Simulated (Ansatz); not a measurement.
MoPd:
```
CELL_PARAMETERS angstrom
      1.32905    -5.31212     0.00000
      1.32905     5.31212     0.00000
      0.00000     0.00000     4.35211
ATOMIC_POSITIONS crystal
  Mo 0.67425 0.32575 0.25000
  Pd 0.93049 0.06951 0.25000
  Mo 0.32575 0.67425 0.75000
  Pd 0.06951 0.93049 0.75000
```

Relaxed with PBE.

Task: Which orbitals make up the states near the Fermi level in PBE (plane waves, PAW; program Ansatz)?

Result: Within 0.5 eV of the Fermi level: Mo 4d 62 %, Pd 4d 25 %, outside the projected shells 7 %. Projections are on Löwdin-orthogonalised atomic valence shells; empty p or d shells of many metals are not among them.

Task: Tabulate the density of states.

Result: States/eV per cell of 4 atoms, in 0.25 eV bins, energy from the Fermi level.

```
E (eV)  total  Pd 4d  Mo 4d  Mo 5s
------  -----  -----  -----  -----
-7.50    0.00   0.00   0.00   0.00
-7.25    0.06   0.00   0.00   0.05
-7.00    0.16   0.00   0.00   0.13
-6.75    0.23   0.00   0.00   0.19
-6.50    0.31   0.01   0.01   0.25
-6.25    0.39   0.02   0.01   0.30
-6.00    0.51   0.04   0.03   0.37
-5.75    0.63   0.08   0.06   0.40
-5.50    3.00   1.71   0.56   0.57
-5.25    6.80   4.19   1.60   0.76
-5.00    6.75   4.45   1.56   0.52
-4.75    7.93   5.74   1.57   0.41
-4.50    7.56   5.61   1.41   0.39
-4.25    5.74   4.20   1.22   0.22
-4.00    6.85   4.69   1.70   0.29
-3.75    4.68   3.16   1.17   0.21
-3.50    6.54   4.73   1.46   0.18
-3.25    5.19   3.60   1.28   0.16
-3.00    5.18   3.40   1.52   0.16
-2.75    5.65   3.94   1.43   0.16
-2.50    5.57   4.01   1.37   0.10
-2.25    6.38   3.74   2.19   0.20
-2.00    5.26   2.83   1.98   0.23
-1.75    5.31   2.82   2.09   0.21
-1.50    5.89   2.74   2.68   0.28
-1.25    4.76   1.48   2.81   0.26
-1.00    4.54   1.32   2.79   0.21
-0.75    5.28   1.57   3.22   0.21
-0.50    5.02   1.39   3.10   0.21
-0.25    4.05   1.06   2.50   0.18
0.00     3.33   0.89   2.00   0.16
0.25     2.42   0.58   1.51   0.13
0.50     2.55   0.50   1.74   0.12
0.75     2.55   0.47   1.81   0.11
1.00     3.10   0.54   2.28   0.11
1.25     4.01   0.66   3.07   0.11
1.50     4.81   0.67   3.81   0.15
1.75     5.47   0.69   4.39   0.17
2.00     4.62   0.54   3.69   0.20
2.25     4.97   0.52   3.81   0.38
2.50     3.08   0.25   2.18   0.36
2.75     2.37   0.15   1.57   0.32
```

Space group Cmcm. The start of the workflow was typed in or built on a structure type; neither database checked (COD, Materials Project) lists it. Whether it is the stable phase at ambient conditions was not checked. The PBE relaxation kept the symmetry of its start; whether a distortion lowers the energy is not shown. The run is not spin-polarised. Spin–orbit coupling is left out wherever it is not named.

Potentials: the earlier of the program's two PAW sets.
